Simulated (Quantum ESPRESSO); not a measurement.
Ge2GaN3S, input and log of a self-consistent run

A calculation, not a measurement. The program is pw.x of Quantum ESPRESSO 7.5 (plane-wave density functional theory). The cell is made up: 7 atoms on a zincblende/diamond lattice with one site empty, with randomly drawn elements, strain and displacements, not relaxed. PseudoDojo standard norm-conserving files (v0.5 for PBE, v0.4.1 for LDA and PBEsol) set the functional; there is no spin polarisation, spin-orbit coupling or dispersion term, and the masses in the input are unused placeholders. A spin-polarised start on this cell or one of its family kept no moment.

Input:

```
&control calculation='scf', pseudo_dir='./dojo.nc.sr.pbe.v0_5.standard.upf', outdir='./o', disk_io='low', tprnfor=.true., tstress=.true. /
&system ibrav=0, nat=7, ntyp=4, nbnd=41, ecutwfc=84.00895049, nosym=.true., tot_charge=0,
 occupations='smearing', smearing='fd', degauss=0.0073498644
/
&electrons conv_thr=7.350e-09, electron_maxstep=60, /
ATOMIC_SPECIES
Ga 1.0 Ga.upf
Ge 1.0 Ge.upf
N 1.0 N.upf
S 1.0 S.upf
CELL_PARAMETERS angstrom
4.8711 0.0387 0.0045
0.0387 4.7665 -0.0628
0.0045 -0.0628 4.7888
ATOMIC_POSITIONS angstrom
Ge -0.0113 -0.0873 0.0205
Ge -0.0373 2.293 2.3117
Ga 2.392 2.3397 -0.0448
N 1.2312 1.1495 1.1399
N 1.2893 3.4791 3.5574
S 3.6863 1.1585 3.4737
N 3.6225 3.7102 1.1543
K_POINTS automatic
6 6 6 1 1 1
```

The log is shortened where brackets say so; the opening notice, blank lines, dates and the lines on written files are dropped, and the path of the files is cut. It prints rydbergs, bohrs and kilobars, and counts compression as positive stress.

```
     Program PWSCF v.7.5
     Parallel version (MPI & OpenMP), running on       4 processor cores
     Number of MPI processes:                 4
     Threads/MPI process:                     1
     [start-up lines left out]
     bravais-lattice index     =            0
     lattice parameter (alat)  =       9.2053  a.u.
     unit-cell volume          =     750.1471 (a.u.)^3
     number of atoms/cell      =            7
     number of atomic types    =            4
     number of electrons       =        62.00
     number of Kohn-Sham states=           41
     kinetic-energy cutoff     =      84.0090  Ry
     charge density cutoff     =     336.0358  Ry
     scf convergence threshold =      7.3E-09
     mixing beta               =       0.7000
     number of iterations used =            8  plain     mixing
     Exchange-correlation= PBE
                           (   1   4   3   4   0   0   0)
     [axes and pseudopotential details left out]
   Cartesian axes
     site n.     atom                  positions (alat units)
         1        Ge     tau(   1) = (  -0.0023197  -0.0179215   0.0042084  )
         2        Ge     tau(   2) = (  -0.0076572   0.4707205   0.4745594  )
         3        Ga     tau(   3) = (   0.4910438   0.4803074  -0.0091968  )
         4        N      tau(   4) = (   0.2527480   0.2359761   0.2340054  )
         5        N      tau(   5) = (   0.2646751   0.7142101   0.7302840  )
         6        S      tau(   6) = (   0.7567453   0.2378237   0.7131015  )
         7        N      tau(   7) = (   0.7436481   0.7616516   0.2369615  )
     number of k points=   108  Fermi-Dirac smearing, width (Ry)=  0.0073
     Number of k-points >= 100: set verbosity='high' to print them.
     Dense  grid:    78067 G-vectors     FFT dimensions: (  54,  54,  54)
     Estimated max dynamical RAM per process >     266.23 MB
     Estimated total dynamical RAM >    1007.75 MB
     Initial potential from superposition of free atoms
     starting charge      61.9956, renormalised to      62.0000
     Starting wfcs are   43 randomized atomic wfcs
     total cpu time spent up to now is        6.9 secs
     per-process dynamical memory:   231.4 Mb
     Self-consistent Calculation
     iteration #  1     ecut=    84.01 Ry     beta= 0.70
     Davidson diagonalization with overlap
     ethr =  1.00E-02,  avg # of iterations =  3.1
     total cpu time spent up to now is       25.1 secs
     total energy              =    -593.26469181 Ry
     estimated scf accuracy    <       1.79256876 Ry
     iteration #  2     ecut=    84.01 Ry     beta= 0.70
     Davidson diagonalization with overlap
     ethr =  2.89E-03,  avg # of iterations =  4.1
     total cpu time spent up to now is       41.7 secs
     total energy              =    -592.94855810 Ry
     estimated scf accuracy    <       7.12200903 Ry
     iteration #  3     ecut=    84.01 Ry     beta= 0.70
     Davidson diagonalization with overlap
     ethr =  2.89E-03,  avg # of iterations =  2.3
     total cpu time spent up to now is       55.9 secs
     total energy              =    -594.21104625 Ry
     estimated scf accuracy    <       0.12623284 Ry
     iteration #  4     ecut=    84.01 Ry     beta= 0.70
     Davidson diagonalization with overlap
     ethr =  2.04E-04,  avg # of iterations =  4.5
     total cpu time spent up to now is       70.9 secs
     total energy              =    -594.22699254 Ry
     estimated scf accuracy    <       0.03242562 Ry
     iteration #  5     ecut=    84.01 Ry     beta= 0.70
     Davidson diagonalization with overlap
     ethr =  5.23E-05,  avg # of iterations =  4.8
     total cpu time spent up to now is       86.0 secs
     total energy              =    -594.22586354 Ry
     estimated scf accuracy    <       0.03117280 Ry
     [iterations 6 to 7 left out]
     iteration #  8     ecut=    84.01 Ry     beta= 0.70
     Davidson diagonalization with overlap
     ethr =  1.42E-06,  avg # of iterations =  2.0
     total cpu time spent up to now is      125.2 secs
     total energy              =    -594.23137091 Ry
     estimated scf accuracy    <       0.00005420 Ry
     iteration #  9     ecut=    84.01 Ry     beta= 0.70
     Davidson diagonalization with overlap
     ethr =  8.74E-08,  avg # of iterations =  2.0
     total cpu time spent up to now is      137.9 secs
     total energy              =    -594.23138176 Ry
     estimated scf accuracy    <       0.00000219 Ry
     iteration # 10     ecut=    84.01 Ry     beta= 0.70
     Davidson diagonalization with overlap
     ethr =  3.54E-09,  avg # of iterations =  3.9
     total cpu time spent up to now is      152.5 secs
     total energy              =    -594.23138216 Ry
     estimated scf accuracy    <       0.00000113 Ry
     iteration # 11     ecut=    84.01 Ry     beta= 0.70
     Davidson diagonalization with overlap
     ethr =  1.82E-09,  avg # of iterations =  2.0
     total cpu time spent up to now is      163.4 secs
     total energy              =    -594.23138228 Ry
     estimated scf accuracy    <       0.00000007 Ry
     iteration # 12     ecut=    84.01 Ry     beta= 0.70
     Davidson diagonalization with overlap
     ethr =  1.15E-10,  avg # of iterations =  2.6
     total cpu time spent up to now is      176.7 secs
     End of self-consistent calculation
     Number of k-points >= 100: set verbosity='high' to print the bands.
     the Fermi energy is     7.8774 ev
!    total energy              =    -594.23138230 Ry
     estimated scf accuracy    <          5.4E-09 Ry
     smearing contrib. (-TS)   =      -0.00023577 Ry
     internal energy E=F+TS    =    -594.23114653 Ry
     The total energy is F=E-TS. E is the sum of the following terms:
     one-electron contribution =    -279.91578988 Ry
     hartree contribution      =     181.46797989 Ry
     xc contribution           =    -153.33626363 Ry
     ewald contribution        =    -342.44707292 Ry
     convergence has been achieved in  12 iterations
     Forces acting on atoms (cartesian axes, Ry/au):
     atom    1 type  2   force =     0.12323911   -0.09408728    0.08888137
     atom    2 type  2   force =     0.19862648    0.18950849   -0.15707610
     atom    3 type  1   force =    -0.09684769    0.11215156    0.09731614
     atom    4 type  3   force =    -0.07243948    0.00843107   -0.00900008
     atom    5 type  3   force =    -0.07924428   -0.01237720    0.00571053
     atom    6 type  4   force =    -0.11376330   -0.14873202   -0.00640538
     atom    7 type  3   force =     0.04042915   -0.05489462   -0.01942647
     Total force =     0.464114     Total SCF correction =     0.000373
     Computing stress (Cartesian axis) and pressure
          total   stress  (Ry/bohr**3)                   (kbar)     P=      -65.69
  -0.00048323  -0.00016312  -0.00048292          -71.09      -24.00      -71.04
  -0.00016312  -0.00048035  -0.00049257          -24.00      -70.66      -72.46
  -0.00048292  -0.00049257  -0.00037606          -71.04      -72.46      -55.32
     init_run     :      5.56s CPU      6.03s WALL (       1 calls)
     electrons    :    166.93s CPU    169.78s WALL (       1 calls)
     forces       :      2.26s CPU      2.28s WALL (       1 calls)
     stress       :      7.24s CPU      7.25s WALL (       1 calls)
     [timing details left out]
     PWSCF        :   3m 3.04s CPU   3m 6.51s WALL
     JOB DONE.
```

In other units: free energy -8084.930 eV for the cell, pressure -6.57 GPa, largest force component 5.107 eV/Å. A rerun of this cell at 1437 eV and a 8 x 8 x 8 mesh moved values by no more than 0.002 eV in energy, 0.02 GPa in stress and 0.002 eV/Å in force.